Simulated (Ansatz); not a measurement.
TiRh$_{3}$:
```
CELL_PARAMETERS angstrom
      3.82063     0.00000     0.00000
      0.00000     3.82063     0.00000
      0.00000     0.00000     3.82063
ATOMIC_POSITIONS crystal
  Ti 0.00000 0.00000 0.00000
  Rh 0.50000 0.50000 0.00000
  Rh 0.00000 0.50000 0.50000
  Rh 0.50000 0.00000 0.50000
```

Relaxed with r²SCAN. Special points in fractions of this cell's reciprocal vectors: Γ (0.000, 0.000, 0.000); X (0.000, 0.500, 0.000); M (0.500, 0.500, 0.000); R (0.500, 0.500, 0.500).

Question: List the band energies nearest the Fermi level at these points for DFT-r²SCAN in the program Ansatz with PAW potentials.

Answer: In eV from the Fermi level; about four levels below and three above (degenerate sets whole), none deeper than 8.9 eV; points with the same levels are listed once.

```csv
k,below,above
Γ,-2.19 -2.19 -2.19 -0.30 -0.30,0.85 1.38 1.38 1.38
X,-1.31 -1.17 -1.17 -0.98,0.01 1.13 1.13
M,-1.65 -1.65 -1.15 -0.87 -0.74,1.53 1.53 1.72
R,-2.23 -2.23 -2.23 -1.67 -1.67,0.93 0.93 0.93
```

Space group Pm-3m (Cu3Au type). The first step of the workflow began from a Materials Project structure, measured or hypothetical; the Crystallography Open Database files this formula in space group No. 221, but the cells were not matched. Its standing as an ambient phase is unchecked. The r²SCAN relaxation kept the symmetry of its start; whether a distortion lowers the energy is not shown. The run is not spin-polarised. Spin–orbit coupling is left out wherever it is not named.

Potentials: the later of the program's two PAW sets.
